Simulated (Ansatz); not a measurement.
Structure relaxation, VSi₂

The start is a generated trial cell of VSi2 in the AFLOW prototype A2B_tI12_141_e_a (C5, as in TiO2). Cell shape, volume and atoms are optimised at zero target pressure with r2SCAN (plane waves to 500 eV, PAW, scalar-relativistic; Ansatz, a quantum-chemistry and plane-wave program). The first steps use a coarse 8×8×8 k-mesh.

Input geometry:
```yaml
crystal:
  lattice:
    - [-1.98785, 1.98785, 4.99668]
    - [1.98785, -1.98785, 4.99668]
    - [1.98785, 1.98785, -4.99668]
  atoms:
    - { symbol: Si, position: [0.33306, 0.33306, 0.00000] }
    - { symbol: Si, position: [0.41694, 0.91694, 0.50000] }
    - { symbol: Si, position: [0.66694, 0.66694, 0.00000] }
    - { symbol: Si, position: [0.08306, 0.58306, 0.50000] }
    - { symbol: V, position: [0.75000, 0.25000, 0.50000] }
    - { symbol: V, position: [0.00000, 0.00000, 0.00000] }
```
Spin-polarised start, with parallel moments on V.

Problem. How much energy is released per atom?

Solution. 1.14 eV/atom.

Problem. How does the volume change?

Solution. +16.0 %, from 13.16 to 15.27 Å³/atom.

Problem. How do the shortest distances between atoms change?

Solution. The closest pairs of elements (up to four, under 3.6 Å), start → end: Si–V 2.15 → 2.43 Å; Si–Si 2.16 → 2.62 Å; V–V 3.19 → 3.12 Å.

Problem. Is the relaxed structure metallic? Give its gap.

Solution. No gap (metallic).

Problem. What does it relax into? Give the structure.

Solution. 
```cif
data_Si8V4
_chemical_formula_sum 'Si8 V4'
_space_group_name_H-M_alt 'I41/amd :1'
_space_group_IT_number 141
_space_group_name_Hall 'I 4bw 2bw -1bw'
_cell_length_a 4.76928
_cell_length_b 4.76928
_cell_length_c 8.05438
_cell_angle_alpha 90.000
_cell_angle_beta 90.000
_cell_angle_gamma 90.000
loop_
_atom_site_label
_atom_site_type_symbol
_atom_site_symmetry_multiplicity
_atom_site_Wyckoff_symbol
_atom_site_fract_x
_atom_site_fract_y
_atom_site_fract_z
_atom_site_occupancy
Si1 Si 8 e 0.00000 0.00000 0.30814 1
V1 V 4 a 0.00000 0.00000 0.00000 1
```
(The calculation used a cell of 6 atoms; values per cell refer to that cell.)

The space group stays I4₁/amd (No. 141) (the run could not lower it), with 6 atoms in the primitive cell. Final values are on a 14×14×14 k-mesh of the relaxed cell. No spin polarisation in the result: the starting moments vanished.

The run could not lose the symmetry of its start: the end is stationary, and may be a saddle point rather than a minimum.

The relaxed structure here is a generated cell of VSi2: the first start was made by placing the elements on the sites of a structure type, and the end was not matched to a known phase here, so it may be hypothetical.
